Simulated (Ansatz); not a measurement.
PtSe$_{2}$ in space group P6_3/mmc (No. 194; Pt on 2c, Se on 4f) under volume change, plane-wave PAW PBE (Ansatz code), shape and atoms relaxed at each volume.

```tsv
V (Å³/atom)	E − E(relaxed) (meV/atom)	P (GPa)
20.066	21.1	4.24
20.728	7.6	2.32
21.389	1.4	0.81
22.051	0.0	0.00
22.712	(withheld)	(withheld)
23.374	(withheld)	(withheld)
24.035	8.0	-1.16
```

Question: Complete the blanks.

Answer: 
- 22.712, E − E(relaxed) (meV/atom): 0.9
- 22.712, P (GPa): -0.44
- 23.374, E − E(relaxed) (meV/atom): 3.7
- 23.374, P (GPa): -0.92

Question: What does a third-order Birch–Murnaghan fit give for V₀, B₀ and B′?

Answer: V₀ = 22.06 Å³/atom, B₀ = 25.0 GPa, B′ = 13.6.

A made-up cell: these elements were put on the sites of a structure type; neither database checked (COD, Materials Project) lists it. COD files the formula under space group No. 164, so this cell is another polymorph or a model. Whether it is the stable phase at ambient conditions was not checked. Symmetry was held in the PBE relaxation; whether a distortion lowers the energy is not shown. The run is not spin-polarised. A crystal of weakly bound layers computed without a dispersion correction: the cell and the soft elastic constants depend strongly on that. Spin–orbit coupling is left out wherever it is not named.

Potentials: the later of the program's two PAW sets.
